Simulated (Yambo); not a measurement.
BaZnAsF (space group P4/nmm, No. 129), G0W0@LDA (Yambo, plasmon pole, terminator in G, 2×2×1 mesh): gap Γ → Γ in eV by bands and screening block.

| bands (W and G) | 2 Ry | 3 Ry | 4 Ry | 6 Ry | 7 Ry |
|---|---|---|---|---|---|
| 85 | 1.71 | 1.73 | 1.73 | 1.74 | 1.75 |
| 118 | [?] | 1.50 | 1.49 | 1.51 | 1.52 |
| 164 | 1.43 | 1.43 | 1.42 | 1.45 | 1.46 |
| 220 | 1.40 | 1.39 | 1.37 | [?] | 1.42 |
| 277 | 1.38 | 1.37 | [?] | 1.39 | 1.40 |

Q: Estimate the withheld gaps from their neighbours; the computed values follow.

A: 
- 118, 2 Ry: 1.48
- 220, 6 Ry: 1.41
- 277, 4 Ry: 1.35

The largest settings aren't shown to be the converged limit.

The standard potential for As keeps a d shell in the valence without the s and p states of that shell. In tests on such compounds this moved G0W0 gaps by up to about 0.9 eV, so absolute quasiparticle energies here are unreliable; differences between settings are what counts.

Spin-orbit coupling is not included.

Geometry of the Materials Project entry, not relaxed at this level; primitive cell a = b = 4.2992 Å, c = 9.6217 Å, α = β = γ = 90.00°.

The structure is a Materials Project entry; no match was found in the copy of COD used, and its stability was not checked.
